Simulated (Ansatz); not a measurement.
Mg2TeS:
```yaml
crystal:
  lattice:
    - [2.13709, 1.23385, 7.04312]
    - [-2.13709, 1.23385, 7.04312]
    - [0.00000, -2.46770, 7.04312]
  atoms:
    - { symbol: Mg, position: [0.99086, 0.99086, 0.99086] }
    - { symbol: Mg, position: [0.51024, 0.51024, 0.51024] }
    - { symbol: Te, position: [0.12280, 0.12280, 0.12280] }
    - { symbol: S, position: [0.62607, 0.62607, 0.62607] }
```

Relaxed with r²SCAN.

Q: Map the electron localisation function on the plane through (0.991, 0.991, 0.991) spanned by u = [1, 0, 0] and v = [-1, 1, 1] in lattice vectors, from r²SCAN (plane waves, PAW; program Ansatz).

A: x is the fraction of u, y of v (the angle between them is 54°; rows are the nearest grid lines); atoms in the plane: Mg at (0.00, 0.00), Mg at (0.04, 0.52), Te at (0.26, 0.13), S at (0.27, 0.64).
```
|:-=-..*@@%#*+++**#%%#*=:         .==-:|
|====-  :*#%%########*+-:.          :==|
|-===:  .:=**######**+=:..           .-|
|      .......:-----:...           ... |
|+##%%%%%#*-.                      .:=+|
|*#%@@@@@@@%#+-.                   .:=*|
|+#%@@@@@@@@@%*-.             ..    .-+|
|-*%@@@@#**%@@@%*-.         ......   .-|
| .=%@@@#-  .*@@%#+:        .....      |
|=-. =@@@@*. :*@@@%*-.       ....  .-==|
|===. +@@@@#==#%@@%#+:       ....  :===|
|-::==..*@@@@@%@@@%%#=:        ...  -=-|
|======. :*%%%%%%%%#*+-.             .=|
|  .:::.  .:-=++++++=-:.           ..  |
|:.  .    ....:-----::.            ..::|
|*#%%%%###*=:.                     .:=*|
|#%%%%%%%%%%#+-.                  .:=+#|
|#%##*++++**###+=:                .:=*#|
|#%#*++=--=++*#*+-:                .=*#|
|#%%#*+:    .=+*#*+-.               .=#|
|.+%@%*+:  :  :=+##*=:                .|
|-. =@@#*=:.  .-+*###+-.         .-===-|
|==. =@@#*+-:::=+*#%#*=:          -====|
|:-=-..*@@%#*+++**#%%#*=:         .==-:|
```
Scale: ten equal steps from -0.027 (start of ' ') to 0.904 (end of '@'), in the order ' .:-=+*#%@'; x runs from 0.000 to 1.00, y from 0.000 (bottom) to 1.00 (top).

The density is the valence pseudo-density with augmentation charge, so density and ELF within about 1 Å of a nucleus are not all-electron values.

Space group R3m. The workflow started from a Materials Project entry (that database holds measured and hypothetical structures alike); the Crystallography Open Database copy checked does not list it. Whether it is the stable phase at ambient conditions was not checked. Symmetry was held in the r²SCAN relaxation; its stability against distortions is not shown here. Scalar-relativistic: spin–orbit coupling is off unless named, which matters more the heavier the elements.

Potentials: the later of the program's two PAW sets.
